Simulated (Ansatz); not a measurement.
In DFT-PBE in the program Ansatz with PAW potentials, Al₂Au in the fluorite or antifluorite type structure (Fm-3m) relaxes to a = 6.060 Å. Au has 8 nearest neighbours from 2.62 Å (cubic). Its formation energy from the elements is -0.44 eV/atom, with no fitted shifts.

Electronic character: metallic (no gap). Gap from PBE with spin–orbit coupling: none (metallic).

The bulk modulus is 104 GPa.

The PBE relaxation kept the symmetry of its start. The references are the lowest solids computed at this level, not always the standard phases. Scalar-relativistic: spin–orbit coupling is off unless named, which matters more the heavier the elements.

Potentials: the earlier of the program's two PAW sets.
